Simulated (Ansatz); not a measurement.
Calculated with Ansatz: MnCuS4, settings compared

input.yaml:

```yaml
crystal:
  lattice:
    - [0.0, 0.0, 4.08662009]
    - [5.41736728, -5.41736728, 2.04331055]
    - [5.41736728, 5.41736728, -2.04331055]
  atoms:
    - { symbol: Cu, position: [0.0, 0.0, 0.0], spin: 0.4 }
    - { symbol: S, position: [0.424, 0.014, 0.282], spin: 1.0 }
    - { symbol: S, position: [0.562, 0.282, 0.986], spin: 1.0 }
    - { symbol: S, position: [0.156, 0.986, 0.718], spin: 1.0 }
    - { symbol: S, position: [0.858, 0.718, 0.014], spin: 1.0 }
    - { symbol: Mn, position: [0.75, 0.5, 0.5], spin: 5.6 }
kpoints:
  mp_grid: { grid: [5, 5, 5], shift: [0, 0, 0] }
magnetization:
  spin_polarized: true
scf:
  occupations: { method: methfessel_paxton, width: 0.0363 }
hamiltonian:
  pseudopotentials: { kind: paw }
  xc: r2scan
  hubbard:
    projectors: all-electron-ortho-atomic
    sites:
      - { species: Cu, l: d, u: 2.98, j: 0.52 }
      - { species: Mn, l: d, u: 5.92, j: 0.88 }
basis:
  ecutwfc: 500
output:
  forces: true
  stress: true
  eigenvalues: true
```

Launch command:

```bash
ansatz run input.yaml --threads 1 --pin off --max-ram 2560MiB --backend cpu --events-out ev --progress --plain --runs-dir out
```

Origin of the cell: a known structure type with other elements, at an estimated volume, so it need not be a known compound.

Output of this run (shortened):

```
Warning: crystal.lattice misses the space group found at crystal.symmetry.tolerance 1.0e-5 in a digit that the deck types, which is why this is a warning: making the lattice exact moves one o […]
Cu: projections on atomic orbitals take those of the free atom [Ne] 3s2 3p6 3d10 4s1, of charge +0.00 (hamiltonian.pseudopotentials.projection_atoms); the dataset's partial waves leave at mos […]
S: projections on atomic orbitals take those of the free atom [Ne] 3s2 3p4, of charge +0.00 (hamiltonian.pseudopotentials.projection_atoms); the dataset's partial waves leave at most 1.6e-7 o […]
Mn: projections on atomic orbitals take those of the free atom [Ne] 3s2 3p6 3d5 4s2, of charge +0.00 (hamiltonian.pseudopotentials.projection_atoms); the dataset's partial waves leave at most […]
Pseudopotentials: kind: paw
Pseudopotential: Cu, paw, valence charge 19, recommended cutoff 500 eV (meta_gga), Cu.paw.azcp
Pseudopotential: S, paw, valence charge 6, recommended cutoff 500 eV (meta_gga), S.paw.azcp
Pseudopotential: Mn, paw, valence charge 15, recommended cutoff 500 eV (meta_gga), Mn.paw.azcp
Functional definition: r2SCAN
  exchange = r2scan_x(k0 = k0, k1 = k1, a1 = a1)
  correlation = r2scan_c
[… 16 lines left out …]
Starting moments: Σ|m| = 10 μB on 6 of 6 sites
Functional: x = r2scan, c = r2scan; τ floored in thin density (d = 2e-4 eV/Å³)
SCF iter   1: F=—  HF=-14151.216419 eV  Δρ=1.96e-1  dr2=1.81e2  dr2_τ=2.63e-1  dr2_m=7.44e0  M=9.169 μB ∫|m|=9.213 μB  defer=1
SCF iter   2: F=—  HF=-14161.297961 eV  S|Δr|=    0.00e0  Δρ=1.07e-1  dr2=3.70e1  dr2_τ=4.54e-1  dr2_m=2.13e0  M=10.641 μB ∫|m|=10.688 μB  defer=114  κ⁻¹=1.0e0(r=1)
SCF iter   3: F=—  HF=-14150.538259 eV  S|Δr|=    0.00e0  Δρ=6.08e-2  dr2=1.42e1  dr2_τ=5.51e-2  dr2_m=9.87e-1  M=11.275 μB ∫|m|=11.313 μB  defer=115  κ⁻¹=3.9e-3(r=2)
SCF iter   4: F=—  HF=-14149.001413 eV  S|Δr|=    0.00e0  Δρ=3.51e-2  dr2=5.02e0  dr2_τ=2.24e-2  dr2_m=4.40e-1  M=11.999 μB ∫|m|=12.034 μB  defer=95  κ⁻¹=6.7e-4(r=3)
SCF iter   5: F=—  HF=-14148.759783 eV  S|Δr|=    0.00e0  Δρ=1.58e-2  dr2=1.21e0  dr2_τ=8.28e-3  dr2_m=1.66e-1  M=12.000 μB ∫|m|=12.049 μB  defer=97  κ⁻¹=5.8e-5(r=4)
[… 10 lines left out …]
SCF iter  16: F=—  HF=-14149.038822 eV  S|Δr|=    0.00e0  Δρ=2.93e-5  dr2=4.58e-6  dr2_τ=2.59e-8  dr2_m=2.56e-7  M=12.000 μB ∫|m|=12.148 μB  defer=115  κ⁻¹=9.0e-6(r=8)
SCF iter  17: F=—  HF=-14149.038825 eV  S|Δr|=    0.00e0  Δρ=3.23e-5  dr2=3.38e-6  dr2_τ=8.63e-9  dr2_m=4.17e-7  M=12.000 μB ∫|m|=12.148 μB  defer=118  κ⁻¹=1.8e-5(r=8)
SCF iter  18: F=—  HF=-14149.038825 eV  S|Δr|=    0.00e0  Δρ=1.08e-5  dr2=3.58e-7  dr2_τ=1.85e-9  dr2_m=3.59e-8  M=12.000 μB ∫|m|=12.148 μB  defer=118  κ⁻¹=5.4e-5(r=8)
SCF iter  19: F=—  HF=-14149.038826 eV  S|Δr|=    0.00e0  Δρ=8.84e-6  dr2=1.94e-7  dr2_τ=6.24e-10  dr2_m=3.34e-8  M=12.000 μB ∫|m|=12.148 μB  defer=118  κ⁻¹=1.6e-5(r=8)
SCF iter  20: F=-14149.038826 eV  HF=-14149.038826 eV  S|Δr|=    0.00e0  Δρ=1.79e-6  dr2=1.10e-8  dr2_τ=4.90e-11  dr2_m=1.33e-9  M=12.000 μB ∫|m|=12.148 μB
SCF 1 converged in 20 iterations: F = -14149.038826 eV  dr2 = 1.10e-8
this state was not tested for a lower state beside it, because cold or Methfessel-Paxton smearing, or corrected tetrahedra, fill the levels in a way that the test cannot read (fill_not_monotonic; see scf.lower_state_search)
SCF converged after 20 iterations
Magnetization: 12.0000 μB (35.0000 up, 23.0000 down)
Absolute magnetization: 12.1441 μB (∫|ρ↑−ρ↓|, with the PAW one-centre terms)
Spin contamination: 0.0487 ħ² per cell (⟨S²⟩ above its minimum at these occupations)
Per-site moments (μB) at R_I (Å): [(0.438846, 1.017441), (1.021125, 1.017441), (1.021125, 1.017441), (1.021125, 1.017441), (1.021125, 1.017441), (5.567081, 1.685731)]
Free energy (F): -14149.038826 eV
Harris-Foulkes:  -14149.038826 eV  (|F-HF|=1.68e-8)
Internal energy: -14149.038994 eV  (E = F + TS)
E sigma→0 (E₀):  -14149.038868 eV
Entropy (-TS):   0.000168 eV (0.028 meV/atom)
Fermi energy:    0.700163 eV
--- Per-component energies (eV) ---
  E_band       = -1297.338594
  E_kinetic    = 991.442886
  E_local      = -11479.851204  (includes V_loc(G=0)·N_el)
  E_nonlocal   = 769.668908
  E_hartree    = 4942.218326
  E_xc         = -538.317748
  E_vxc        = -636.083503  (∫ρ·V_xc dr)
  E_hubbard    = 0.470014  (on-site DFT+U / exact-exchange correction)
  E_vhub       = -23.465974  (the Hubbard potential's part of the band-sum identity)
  E_paw        = -5436.341404  (= ΣΔE_a)
  E_vpaw       = -842.955264  (= ΣTr[D̂ρ^β])
  E_aug_tail   = 0.000146  (compensation charges beyond the density's cutoff)
  E_vtau       = 39.476269  (kinetic-family band-sum trace: ∫τ·v_τ [+ j·A + Jᵃ·Aᵃ] dr)
[… 11 lines left out …]
  atom   3  S     -0.768275     0.858298     0.286534
  atom   4  S      0.858298     0.768275    -0.286534
  atom   5  S      0.768275    -0.858298     0.286534
  atom   6  Mn     0.000000     0.000000     0.000000
  max |Σ_I F_I| component: 2.20e-16 eV/Å
--- Stress (GPa, compression-positive) ---
       -6.038864      -0.000000       0.000000
        0.000000      -6.038864       0.000000
       -0.000000       0.000000      -4.301301
  P = ⅓ Tr σ = -5.4597 GPa (-54.597 kbar)
Occupation matrices written to <dir>
```

The same input was run again with these changes:

1. `basis.xc_grid` default → 3; `hamiltonian.pseudopotentials` { kind: paw } → { kind: nc, accuracy: standard }
2. `basis.ecutrho_ratio` default → 4; `scf.mixing.preconditioner` default → ldos
3. `hamiltonian.dispersion` default → d4; `kpoints.mp_grid.grid` [5, 5, 5] → [6, 6, 6]
4. `basis.ecutrho_ratio` default → 4; `scf.initial_density.chi_scale` default → 0.0; `scf.occupations.width` 0.0363 → 0.01

```json
{"run": "base", "end": "converged", "SCF iterations": "20", "P (GPa)": "-5.46", "max force component (eV/Å)": "0.858", "moment (μB)": "12.00", "ΔE(σ→0) (meV/atom)": "0"}
{"run": "1", "end": "converged", "SCF iterations": "16", "P (GPa)": "-5.98", "max force component (eV/Å)": "0.926", "moment (μB)": "12.00", "ΔE(σ→0) (meV/atom)": "–"}
{"run": "2", "end": "converged", "SCF iterations": "28", "P (GPa)": "-5.46", "max force component (eV/Å)": "0.858", "moment (μB)": "12.00", "ΔE(σ→0) (meV/atom)": "0.00"}
{"run": "3", "end": "converged", "SCF iterations": "20", "P (GPa)": "-5.77", "max force component (eV/Å)": "0.861", "moment (μB)": "12.00", "ΔE(σ→0) (meV/atom)": "–"}
{"run": "4", "end": "converged", "SCF iterations": "20", "P (GPa)": "-5.46", "max force component (eV/Å)": "0.858", "moment (μB)": "12.00", "ΔE(σ→0) (meV/atom)": "0.01"}
```

Energies are compared only where functional, datasets, charge and starting cell are the same.

Caveats of the base run: one start, so the magnetic state may not be the lowest; the k mesh is coarse if the cell is a metal.

Run 1: the cutoff lies below the datasets' advice; the norm-conserving files were made for PBE, not for this functional.

The base run took 2.8 min on 1 thread of Arm Neoverse V2, on a shared host, peak memory 1.2 GiB, from the program's own first density.
